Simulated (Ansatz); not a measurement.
TiB₂:
Space group P6/mmm (No. 191); a = b = 3.0170 Å, c = 3.1858 Å, α = β = 90.00°, γ = 120.00°

```
atom  site  symmetry       x       y       z
----  ----  --------  ------  ------  ------
Ti      1a     6/mmm  0.0000  0.0000  0.0000
B       2d      -6m2  0.3333  0.6667  0.5000
```

This is the PBEsol-relaxed structure.

Problem. All from DFT-PBEsol in the program Ansatz with PAW potentials, unless another level is named. Give the electronic character.

Solution. metallic (no gap).

Problem. And the formation energy from the elements (no fitted shifts)?

Solution. -1.13 eV/atom.

Problem. What about the density of states at the Fermi level?

Solution. 0.11 states/eV per atom (mean over ±0.08 eV).

The PBEsol relaxation kept the symmetry of its start. The run is not spin-polarised. The references are the lowest solids computed at this level, not always the standard phases.

Potentials: the later of the program's two PAW sets.
